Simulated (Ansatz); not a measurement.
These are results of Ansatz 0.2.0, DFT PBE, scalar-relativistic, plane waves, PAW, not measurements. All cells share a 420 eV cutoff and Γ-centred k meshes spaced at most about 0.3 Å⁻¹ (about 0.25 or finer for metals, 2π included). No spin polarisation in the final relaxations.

These are static total energies at zero pressure. All come from trial cells, and lower structures may exist.

Problem. Which of these relaxed structures of ZnCd3Se2 is the lowest in energy?
A.

```xyz
6
Lattice="7.0893 0.0000 0.0000 -3.5446 6.1395 0.0000 0.0000 0.0000 3.9760" Properties=species:S:1:pos:R:3 pbc="T T T"
Zn    0.0000    0.0000    1.9880
Cd   -1.7723    3.0698    0.0000
Cd    3.5446    0.0000    0.0000
Cd    1.7723    3.0698    0.0000
Se    0.0000    4.0930    1.9880
Se    3.5446    2.0465    1.9880
```

B.

```xyz
6
Lattice="5.3958 0.0000 0.0000 0.0000 5.3958 0.0000 0.0000 0.0000 5.7485" Properties=species:S:1:pos:R:3 pbc="T T T"
Zn    2.6979    2.6979    2.8742
Cd    0.0000    0.0000    4.2393
Cd    0.0000    0.0000    1.5092
Cd    2.6979    2.6979    0.0000
Se    0.0000    2.6979    0.0000
Se    2.6979    0.0000    0.0000
```

C.

```xyz
6
Lattice="3.9908 0.0000 0.0000 0.0000 3.9908 0.0000 0.0000 0.0000 9.6791" Properties=species:S:1:pos:R:3 pbc="T T T"
Zn    1.9954    1.9954    4.8395
Cd    0.0000    0.0000    0.0000
Cd    0.0000    0.0000    6.3037
Cd    0.0000    0.0000    3.3754
Se    1.9954    1.9954    7.2093
Se    1.9954    1.9954    2.4698
```

Solution. C. It has space group P4/mmm (No. 123); the next, B, with space group P4/mmm (No. 123), lies 79 meV/atom higher. Counting Se atoms around Cd and Zn (those within 1.25 times the shortest such distance or 1.15 times the sum of covalent radii, 1.27 where that leaves under three; the shortest distance is added where it exceeds 1.18 times the sum of covalent radii; a slash parts the counts of unlike sites), the lowest has Zn 2, Cd 4/8 from 3.8 Å and the next has Zn 8 from 3.9 Å, Cd 4.

Cells relaxed within their symmetry can be saddle points. Some types were kept out of the candidates beforehand, so the set may lack a known form.
